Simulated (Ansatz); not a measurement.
The calculation used DFT PBE, scalar-relativistic, plane waves, PAW (Ansatz). All cells share a 420 eV cutoff and Γ-centred k meshes spaced about 0.3 Å⁻¹ or finer (0.25 for metals, 2π included). Collinear spin where magnetic atoms keep a moment.

Temperature and zero-point effects are left out.

Two relaxed structures of Sc4BP3:

1. (no moments)

```yaml
crystal:
  lattice:
    - [5.23501, 0.00000, 0.00000]
    - [0.00000, 5.23501, 0.00000]
    - [0.00000, 0.00000, 5.23501]
  atoms:
    - { symbol: Sc, position: [0.50000, 0.00000, 0.00000] }
    - { symbol: Sc, position: [0.50000, 0.50000, 0.50000] }
    - { symbol: Sc, position: [0.00000, 0.50000, 0.00000] }
    - { symbol: Sc, position: [0.00000, 0.00000, 0.50000] }
    - { symbol: B, position: [0.00000, 0.00000, 0.00000] }
    - { symbol: P, position: [0.50000, 0.00000, 0.50000] }
    - { symbol: P, position: [0.50000, 0.50000, 0.00000] }
    - { symbol: P, position: [0.00000, 0.50000, 0.50000] }
```

2. (no moments)

```yaml
crystal:
  lattice:
    - [5.40423, 0.00000, 0.00000]
    - [0.00000, 3.85553, 0.00000]
    - [-0.02876, 0.00000, 6.70560]
  atoms:
    - { symbol: Sc, position: [0.25740, 0.00000, 0.68016] }
    - { symbol: Sc, position: [0.74260, 0.00000, 0.31984] }
    - { symbol: Sc, position: [0.73028, 0.50000, 0.84660] }
    - { symbol: Sc, position: [0.26972, 0.50000, 0.15340] }
    - { symbol: B, position: [0.50000, 0.00000, 0.00000] }
    - { symbol: P, position: [0.00000, 0.00000, 0.00000] }
    - { symbol: P, position: [0.50000, 0.50000, 0.50000] }
    - { symbol: P, position: [0.00000, 0.50000, 0.50000] }
```

**Question.** Which form is favoured at zero pressure, and by what margin per atom?

**Answer.** Cell 2 is lower, by 30 meV/atom. Cell 1 has space group Pm-3m (No. 221), 17.9 Å³/atom and no gap on its mesh; cell 2 has space group P2/m (No. 10), 17.5 Å³/atom and no gap. Counting B or P atoms around Sc (for each partner element, those within 1.25 times its shortest distance or 1.15 times the sum of covalent radii, where it is the nearest in units of that sum or under 1.3), cell 1 and cell 2 both have Sc 6. Both come from trial cells of a structure search, whose lowest cell (Pm, 17.4 Å³/atom) lies 18 meV/atom below the lower of the two.

Trial moments fell under 0.15 μB along the way in Pm-3m and P2/m; another start might hold them. With atoms moved at random, cell 2 (by 18 meV/atom) fell into a lower structure. Cell 1 had no clear such test and can be a saddle point. Some structure types and database cells were kept out of the candidates from the start, so a known form may be missing.
